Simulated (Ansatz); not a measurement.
S (bcc (W type), Im-3m), a = 3.147 Å, b = 3.147 Å, c = 3.147 Å, α = 90.00°, β = 90.00°, γ = 90.00°; the cell used has 1 atom.

This is the r²SCAN+D4-relaxed structure.

**Question.** All from r²SCAN+D4 (plane waves, PAW; program Ansatz), unless another level is named. Predict the electronic character.

**Answer.** metallic (no gap).

**Question.** Give the density of states at the Fermi level.

**Answer.** 0.64 states/eV per atom (mean over ±0.08 eV).

The cell is a constructed one: a structure type filled with these elements; neither database checked (COD, Materials Project) lists it. It is not the phase usual at ambient conditions (space group No. 70). The cell was relaxed with r²SCAN+D4 under the symmetry of its start. At this level the phase is mechanically unstable.

Potentials: the later of the program's two PAW sets.
